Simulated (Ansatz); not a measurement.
Input:

NaF (rock salt)

```yaml
crystal:
  lattice:
    - [0.00000, 2.35078, 2.35078]
    - [2.35078, 0.00000, 2.35078]
    - [2.35078, 2.35078, 0.00000]
  atoms:
    - { symbol: F, position: [0.00000, 0.00000, 0.00000] }
    - { symbol: Na, position: [0.50000, 0.50000, 0.50000] }
```

In each cell atom 1 (F, nearest neighbour Na at 2.351 Å; its periodic images, 3.3 Å or more away, move with it) moves by s·(-1.000, 0.000, 0.000) (towards the nearest neighbour), the rest being held.

Calculation: PBE (plane waves to 420 eV, PAW, scalar-relativistic; Ansatz, a first-principles code). k mesh 10×10×10 (Γ-centred), Fermi-Dirac smearing 0.05 eV. Energies are smeared free energies. NaF was relaxed with its symmetry unable to fall. The relaxed volume of NaF is well above the measured one; the method has no dispersion term. ΔE is measured from the undisplaced structure.

The scan covers s from -0.240 to 0.240 Å in 11 points.

Task: Is the energy the same for equal positive and negative displacements?

Result: Even: the same for both signs. With its periodic images moving along, the atom's site symmetry in this cell is m-3m.

Task: What is the energy change at s = 0.240 Å?

Result: 65.5 meV/cell.

Task: What force acts on the atom along the line at s = -0.240 Å?

Result: 0.636 eV/Å.

Task: What is the force constant k = d²E/ds² of this move at s = 0?

Result: 1.91 eV/Å².

Task: With two atoms in the cell this is the zone-centre optical mode. What wavenumber follows (transverse: no LO-TO term)?

Result: 224 cm⁻¹.

(A displaced cell: forces are minus the slopes of the energy, force constants its curvatures, and phonons follow from these.)
